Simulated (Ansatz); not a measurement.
CaO:
```
CaO
1.0
    0.00000     2.60680     2.60680
    2.60680     0.00000     2.60680
    2.60680     2.60680     0.00000
Ca O
1 1
Cartesian
  0.00000   0.00000   0.00000
  1.30340   1.30340   1.30340
```

Relaxed with r²SCAN.

Task: Map the electron localisation function on the plane through (0.000, 0.000, 0.000) spanned by u = [1, 0, 0] and v = [-1, 1, 1] in lattice vectors, from plane-wave PAW r²SCAN (Ansatz code).

Result: x is the fraction of u, y of v (the angle between them is 90°; rows are the nearest grid lines); atoms in the plane: Ca at (0.00, 0.00), O at (0.50, 0.25).
```
|8899820134310289988|
|8999830012100389998|
|9999830000000389999|
|9998610000000168999|
|4321000000000001244|
|0000000000000000000|
|0000000000000000000|
|0000000000000000000|
|0000000000000000000|
|0000000000000000000|
|0000000000000000000|
|0000001122211000000|
|0001245677765421000|
|0002467888887642000|
|0013578999998753100|
|0014689999999864100|
|0014789976799874100|
|0003789853589873000|
|0001589853589851000|
|4310279976799720134|
|9985115899985115899|
|9998302688862038999|
|8999610367630169998|
|8899820134310289988|
```
Scale: ten equal steps from 0.010 (start of '0') to 0.873 (end of '9'), in the order '0123456789'; x runs from 0.000 to 1.00, y from 0.000 (bottom) to 1.00 (top).

The density is the valence pseudo-density with augmentation charge, so density and ELF within about 1 Å of a nucleus are not all-electron values.

Space group F-43m (zinc blende). The start of the workflow was typed in or built on a structure type; neither database checked (COD, Materials Project) lists it. It is not the phase usual at ambient conditions (space group No. 225). Symmetry was held in the r²SCAN relaxation; whether a distortion lowers the energy is not shown.

Potentials: the earlier of the program's two PAW sets.
